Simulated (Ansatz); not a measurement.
Data:

Cu:
```
Cu
1.0
   -1.42085     1.42085     1.42085
    1.42085    -1.42085     1.42085
    1.42085     1.42085    -1.42085
Cu
1
Direct
  0.00000   0.00000   0.00000
```

This is the r²SCAN-relaxed structure.

Question: All from the program Ansatz at the r²SCAN level (PAW), unless another level is named. Estimate the bulk modulus (Birch–Murnaghan fit).

Answer: 160 GPa.

Question: Next, the elastic constants (relaxed ions, GPa)?

Answer: C11 = 156, C12 = 164, C44 = 111.

Space group Im-3m (bcc (W type)). The start of the workflow was typed in or built on a structure type; neither database checked (COD, Materials Project) lists it. It is not the phase usual at ambient conditions (space group No. 225). Symmetry was held in the r²SCAN relaxation. At this level the phase is mechanically unstable. The run is not spin-polarised. As this level gives no gap, shear constants depend on the k-mesh and smearing (Fermi–Dirac, 0.1 eV here).

Potentials: the later of the program's two PAW sets.
